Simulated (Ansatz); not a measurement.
Relaxed-ion elastic tensor of Pd (hcp (Mg type), P6_3/mmc) in GPa (Voigt order), DFT-LDA in the program Ansatz with PAW potentials; density 12.44 g/cm³, 14.21 Å³ per atom.

```
     1    2    3     4     5     6
-  ---  ---  ---  ----  ----  ----
1  322  200  161   0.0   0.0   0.0
2  200  322  161   0.0   0.0   0.0
3  161  161  336   0.0   0.0   0.0
4  0.0  0.0  0.0  38.7   0.0   0.0
5  0.0  0.0  0.0   0.0  38.7   0.0
6  0.0  0.0  0.0   0.0   0.0  61.4
```

Q: Is the crystal mechanically stable?

A: Yes: the smallest eigenvalue of C is 38.7 GPa.

Q: Work out the Voigt, Reuss and Hill averages.

A: K_V = 225, K_R = 225, K_H = 225; G_V = 58.3, G_R = 52.5, G_H = 55.4 GPa.

Q: Give Young's modulus, Poisson's ratio, Pugh's ratio and the universal anisotropy index.

A: E = 9KG/(3K + G) = 154 GPa; ν = 0.39; K/G = 4.06 (ductile by the Pugh limit of 1.75); A_U = 5G_V/G_R + K_V/K_R − 6 = 0.55.

Q: Estimate the sound speeds and the Debye temperature.

A: v_l = √((K + 4G/3)/ρ) = 4900 m/s, v_t = √(G/ρ) = 2110 m/s, mean 2390 m/s; Θ = (h/k)(3n/4πV)^(1/3) v_m = 293 K.

Q: Solve the Christoffel equation for the three sound speeds along x, y, z.

A: Eigenvalues of C_ijkl n_j n_l equal ρv². In km/s, slowest first: x 1.76, 2.22, 5.09; y 1.76, 2.22, 5.09; z 1.76, 1.76, 5.19.

Q: How much does each axis shrink under pressure?

A: Linear compressibilities β_i = Σ_j S_ij (j = 1 to 3): x 1.4, y 1.4, z 1.6 per TPa.

The workflow started from a Materials Project entry (that database holds measured and hypothetical structures alike); the Crystallography Open Database copy checked does not list it. It is not the phase usual at ambient conditions (space group No. 225). The cell was relaxed with LDA under the symmetry of its start; its stability against distortions is not shown here. The workflow began spin-polarised and lost its moments. As this level gives no gap, shear constants depend on the k-mesh and smearing (Fermi–Dirac, 0.1 eV here). On the denser mesh and wider smearing of the elastic run this cell carries a stress of 0.9 GPa.

Potentials: the later of the program's two PAW sets.
